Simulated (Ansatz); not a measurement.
# BiAu in the zincblende structure

The computed numbers are results of r²SCAN, scalar-relativistic (no spin polarisation) in the plane-wave PAW code Ansatz at 500 eV, Γ-centred 10×10×10 mesh, 0.05 eV Gaussian smearing; PAW files: Ansatz's generated set soft_2.

```yaml
crystal:
  lattice:
    - [0.00000, 3.18608, 3.18608]
    - [3.18608, 0.00000, 3.18608]
    - [3.18608, 3.18608, 0.00000]
  atoms:
    - { symbol: Au, position: [0.00000, 0.00000, 0.00000] }
    - { symbol: Bi, position: [0.25000, 0.25000, 0.25000] }
```

The start was a prototype's sites filled with these elements, not a measured cell.

The cell has space group F-43m (read at 0.01 Å). In it the stress is 0.03, 0.03, 0.03, 0.00, 0.00, 0.00 GPa and the largest force component 0.000 eV/Å. Each change below starts from this cell, without further relaxation. Stress is in GPa, positive in compression, in the order xx, yy, zz, yz, xz, xy; energies are counted from the cell above and are free energies with the smearing's entropy, which match forces and stress in a metal.

Problem. What happens when atom 2 (Bi) is moved by 0.12 Å along z?

Solution. The energy changes by 39.2 meV per cell, and the force on it along the shift is -0.659 eV/Å (−F/u = 5.49 eV/Å²). Stress: 0.48, 0.48, 0.15, 0.00, 0.00, -2.71.
```tsv
atom	Fx (eV/Å)	Fy	Fz
Au1	0.000	0.000	0.659
Bi2	0.000	0.000	-0.659
```
In a harmonic crystal the energy would rise by −½F·u = ½ × 5.49 × 0.12² eV = 39.5 meV, which matches.

Problem. A single strain component, atoms carried along, gave the stress -0.53, -0.54, -0.53, 0.00, 0.00, 0.00. Which component, and about how large?

Solution. An engineering strain of 1 % in yy; the energy changes by 1.0 meV per cell.

Problem. All atoms and the cell are disturbed at random:
```xyz
2
Lattice="-0.0345 3.2196 3.3181 3.1730 0.0194 3.2642 3.1523 3.1451 0.0401" Properties=species:S:1:pos:R:3 pbc="T T T"
Au   -0.0899    0.1293   -0.0103
Bi    1.6626    1.4668    1.6659
```
Give the energy change, the stress and the forces.

Solution. 335.7 meV per cell; stress 1.95, 0.93, 3.00, -5.10, 6.26, -2.35 GPa.
```tsv
atom	Fx (eV/Å)	Fy	Fz
Au1	1.412	-1.534	1.057
Bi2	-1.412	1.534	-1.058
```

No spin–orbit coupling, a notable omission for heavy elements.
